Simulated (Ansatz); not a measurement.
TiC (rock salt, Fm-3m) at seven volumes, PBE in the plane-wave PAW code Ansatz, scaled uniformly. One row is withheld.

```json
[
 {"V (Å³/atom)": "9.254", "P (GPa)": "28.47"},
 {"V (Å³/atom)": "9.559", "P (GPa)": "17.51"},
 {"V (Å³/atom)": "9.864", "P (GPa)": "?"},
 {"V (Å³/atom)": "10.169", "P (GPa)": "-0.02"},
 {"V (Å³/atom)": "10.474", "P (GPa)": "-6.99"},
 {"V (Å³/atom)": "10.779", "P (GPa)": "-12.99"},
 {"V (Å³/atom)": "11.084", "P (GPa)": "-18.15"}
]
```

Task: Fit the shown pressures and predict the withheld one.

Result: P = (3/2)B₀(x^(7/2) − x^(5/2))[1 + (3/4)(B′ − 4)(x − 1)] with x = (V₀/V)^(2/3). Least squares on the six rows gives V₀ = 10.168 Å³/atom, B₀ = 250 GPa, B′ = 4.01. At V = 9.864, x = 1.0204 and P = 8.06 GPa. The run itself gave 8.09 GPa.

Symmetry was held in the PBE relaxation. No spin polarisation was allowed.

Potentials: the later of the program's two PAW sets.
